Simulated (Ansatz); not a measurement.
# Sensitivity of the gradients in Y3Tl5 to the input

This input was run with Ansatz:

```yaml
crystal:
  lattice:
    - [4.99679505, -4.0665906, 0.0]
    - [4.99679505, 4.0665906, 0.0]
    - [0.0, 0.0, 10.50658173]
  atoms:
    - { symbol: "Y", position: [0.20429152, 0.20429152, 0.0] }
    - { symbol: "Y", position: [0.79570848, 0.79570848, 0.0] }
    - { symbol: "Y", position: [0.79570848, 0.79570848, 0.5] }
    - { symbol: "Y", position: [0.20429152, 0.20429152, 0.5] }
    - { symbol: "Y", position: [0.38271743, 0.61728257, 0.25] }
    - { symbol: "Y", position: [0.61728257, 0.38271743, 0.75] }
    - { symbol: Tl, position: [0.92684959, 0.5138316, 0.25] }
    - { symbol: Tl, position: [0.07315041, 0.4861684, 0.75] }
    - { symbol: Tl, position: [0.4861684, 0.07315041, 0.25] }
    - { symbol: Tl, position: [0.5138316, 0.92684959, 0.75] }
    - { symbol: Tl, position: [0.99377084, 0.00622916, 0.25] }
    - { symbol: Tl, position: [0.00622916, 0.99377084, 0.75] }
    - { symbol: Tl, position: [0.69499887, 0.30500113, 0.03874083] }
    - { symbol: Tl, position: [0.30500113, 0.69499887, 0.96125917] }
    - { symbol: Tl, position: [0.30500113, 0.69499887, 0.53874083] }
    - { symbol: Tl, position: [0.69499887, 0.30500113, 0.46125917] }
kpoints:
  mp_grid: { grid: [5, 5, 3], shift: [0.5, 0.5, 0.5] }
scf:
  occupations: { method: fermi_dirac, width: 0.05 }
hamiltonian:
  xc: pbe
  pseudopotentials: { kind: paw }
  dispersion: d4
output:
  forces: true
  stress: true
  populations: true
  efg: { contact_densities: true }
```

It converged. Of its output the block on the nuclei alone is shown, without the SCF iterations, energies, forces and stress (one atom of each set):

```
--- PAW observables at the nuclei: V_zz in 10²¹ V/m², potentials from the cell's mean, atoms counted from 1 ---
  atom   1  Y  V_zz =    -1.908105   η = 0.7948   by run symmetry: allowed
            electrostatic potential = -5718.722057 V   contact ρ = 443888.692086 e/Å³
  atom   5  Y  V_zz =    +0.929772   η = 0.9998   by run symmetry: allowed
            electrostatic potential = -5718.947002 V   contact ρ = 443891.052923 e/Å³
  atom   7  Tl V_zz =   +19.890336   η = 0.0103   by run symmetry: allowed
            electrostatic potential = -17136.022650 V   contact ρ = 15283491.222990 e/Å³
  atom  11  Tl V_zz =   -20.168506   η = 0.0288   by run symmetry: allowed
            electrostatic potential = -17135.975564 V   contact ρ = 15283525.695954 e/Å³
  atom  13  Tl V_zz =   +13.116813   η = 0.0042   by run symmetry: allowed
            electrostatic potential = -17136.000928 V   contact ρ = 15283481.325591 e/Å³
```

Problem. Can these gradients be trusted, and how do they compare with a run on standard settings?

Solution. As results of these settings, within the limits told below. Against the standard input the change is `hamiltonian.dispersion`: not typed → d4; `kpoints.mp_grid.shift`: not typed → [0.5, 0.5, 0.5]. A site carries the number of its first atom; V_zz in 10²¹ V/m².

```
site  atom  V_zz standard  η standard  V_zz here  η here
  Y1     1          -1.93        0.83      -1.91    0.79
  Y5     5           0.90        0.99       0.93    1.00
 Tl7     7           21.5        0.01      19.89    0.01
Tl11    11          -21.3        0.16      -20.2    0.03
Tl13    13          14.13        0.11      13.12    0.00
```

The largest change of V_zz is on Tl7, from 21.5 to 19.89. In per cent, |V_zz| changes by -8 to -5 on Tl (all sites that start above 2). The dispersion term itself leaves the density as it is. SCF iterations: 7 and 7.

On the reference run: The run finds no gap above 0.1 eV (a metal, or nearly one), so the gradients can move by 10 % or more with the k-mesh. Spin–orbit coupling is left out, which shifts gradients on Tl by a few per cent in wide-gap crystals, and can shift them far more where the calculated gap is small or absent, as here.
